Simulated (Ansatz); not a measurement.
TaAs in space group I4_1md (No. 109; Ta on 4a, As on 4a) at seven volumes, DFT-PBE in the program Ansatz with PAW potentials, shape and atoms relaxed at each. One row is withheld.

```json
[
 {"V (Å³/atom)": "16.010", "P (GPa)": "20.10"},
 {"V (Å³/atom)": "16.537", "P (GPa)": "12.30"},
 {"V (Å³/atom)": "17.065", "P (GPa)": "?"},
 {"V (Å³/atom)": "17.593", "P (GPa)": "0.00"},
 {"V (Å³/atom)": "18.121", "P (GPa)": "-4.82"},
 {"V (Å³/atom)": "18.649", "P (GPa)": "-8.92"},
 {"V (Å³/atom)": "19.176", "P (GPa)": "-12.41"}
]
```

**Question.** Fit the shown pressures and predict the withheld one.

**Answer.** P = (3/2)B₀(x^(7/2) − x^(5/2))[1 + (3/4)(B′ − 4)(x − 1)] with x = (V₀/V)^(2/3). Least squares on the six rows gives V₀ = 17.593 Å³/atom, B₀ = 174 GPa, B′ = 4.35. At V = 17.065, x = 1.0205 and P = 5.67 GPa. The run itself gave 5.66 GPa.

The cell was relaxed with PBE under the symmetry of its start. The run is not spin-polarised. Scalar-relativistic: spin–orbit coupling is off unless named, which matters more the heavier the elements.

Potentials: the earlier of the program's two PAW sets.
